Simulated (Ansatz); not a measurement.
This run works on a generated trial structure, not on a known crystal.

Input and command of a plane-wave DFT calculation in Ansatz:

```yaml
crystal:
  lattice:
    - [-2.3346477079, 2.8904796435, 3.0874800158]
    - [2.3346477079, -2.8904796435, 3.0874800158]
    - [2.3346477079, 2.8904796435, -3.0874800158]
  atoms:
    - { symbol: Si, position: [0.0167104889, 0.3121442952, 0.7045661938] }
    - { symbol: Si, position: [0.9832895111, 0.6878557048, 0.2954338062] }
    - { symbol: Si, position: [0.3924218986, 0.6878557048, 0.7045661938] }
    - { symbol: Si, position: [0.6075781014, 0.3121442952, 0.2954338062] }
    - { symbol: Mo, position: [0.0, 0.0, 0.0] }
basis:
  ecutwfc: 420
kpoints:
  mp_grid: { grid: [8, 8, 8] }
hamiltonian:
  xc: pbe
scf:
  occupations: { method: gaussian, width: 0.1 }
output:
  forces: true
  stress: true
  eigenvalues: true
relax:
  adjacent_minimum: "off"
  f_tol: 0.01
  max_steps: 80
  cell: { stress_tol: 0.05 }
```

```bash
ansatz run input.yaml --threads 1 --pin off --max-ram 2560MiB --backend cpu --events-out ev --progress --plain --runs-dir out
```

Processor: Intel(R) Xeon(R) Processor @ 2.70GHz, 1 thread, on a host shared with other jobs.

Question: Estimate time, memory and problem size.

Answer: About 120 s, peak memory 0.49 GiB. It solves 20 bands at 95 k points (after reduction by symmetry) with about 1549 plane waves (on the last cell), in 80 SCF iterations over 12 ionic steps.
